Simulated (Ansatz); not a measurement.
A trial cell of W was relaxed with r2SCAN (plane waves to 500 eV, PAW, scalar-relativistic; Ansatz, a first-principles code).

Before: Pnma (No. 62), oP8; a = 6.2383 Å, b = 4.4220 Å, c = 4.5755 Å, α = 90.00°, β = 90.00°, γ = 90.00°.

After relaxation:

Simulated powder pattern, Mo Kα, λ = 0.71073 Å (kinematic, ideal powder, no thermal factors, no anomalous dispersion; the 24 strongest lines at most, above 1 %, up to 2θ = 45°):

| 2θ (°) | I/Imax (%) |
|---|---|
| 18.24 | 100 |
| 25.91 | 19 |
| 31.88 | 42 |
| 36.97 | 13 |
| 41.53 | 18 |

### Question
Identify the relaxed structure from its pattern: crystal system, space group and cell.

### Answer
Cubic, Im-3m (No. 229), cI2, bcc (W type); a = 3.1698 Å, b = 3.1698 Å, c = 3.1698 Å, α = 90.00°, β = 90.00°, γ = 90.00°. Sites: W 2a (0.000, 0.000, 0.000).

### Question
Index the strongest lines.

### Answer
18.24° (110), 25.91° (200), 31.88° (211), 36.97° (220), 41.53° (310).

No spin polarisation in the result.

The run could not lose the symmetry of its start; a randomly shaken copy of 2 atoms returns to this structure.
